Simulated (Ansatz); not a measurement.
A geometry of SnO away from equilibrium: the start of the relaxation of a generated cell, SnO built in the MnP structure type. Method: PBE (plane waves to 420 eV, PAW, scalar-relativistic; Ansatz, an electronic-structure program). Γ-centred k-mesh 5×8×4 on the run's cell (coarser than for final values), Fermi–Dirac smearing 0.05 eV.

```xyz
8
Lattice="4.9391 0.0000 0.0000 0.0000 2.9967 0.0000 0.0000 0.0000 5.5625" Properties=species:S:1:pos:R:3 pbc="T T T"
Sn     2.4972     0.7492     3.8670
Sn     0.0277     0.7492     4.4767
Sn     2.4419     2.2475     1.6954
Sn     4.9114     2.2475     1.0858
O      3.3976     0.7492     0.3871
O      0.9281     0.7492     2.3941
O      1.5415     2.2475     5.1753
O      4.0110     2.2475     3.1684
```

Problem. Predict the force on each atom, in eV/Å.

Solution. 
```tsv
atom	Fx	Fy	Fz
Sn1	0.32	0.00	2.64
Sn2	0.32	0.00	-2.64
Sn3	-0.32	0.00	-2.64
Sn4	-0.32	0.00	2.64
O5	-2.29	0.00	0.60
O6	-2.29	0.00	-0.60
O7	2.29	0.00	-0.60
O8	2.29	0.00	0.60
```

Problem. What is the pressure?

Solution. +130 GPa, compression positive.

Problem. How far above the relaxed end point is this geometry?

Solution. 2.30 eV/atom; the path ends in Pnma (No. 62).

No spin polarisation in the result. Without a van der Waals term the distances between weakly bound units are poorly fixed.

The run could not lose the symmetry of its start, so the end can be a saddle point.

The end of the path is a generated cell of SnO: the first start was made by placing the elements on the sites of a structure type, and the end was not matched to a known phase here, so it may be hypothetical. Known forms of SnO include space group No. 129.
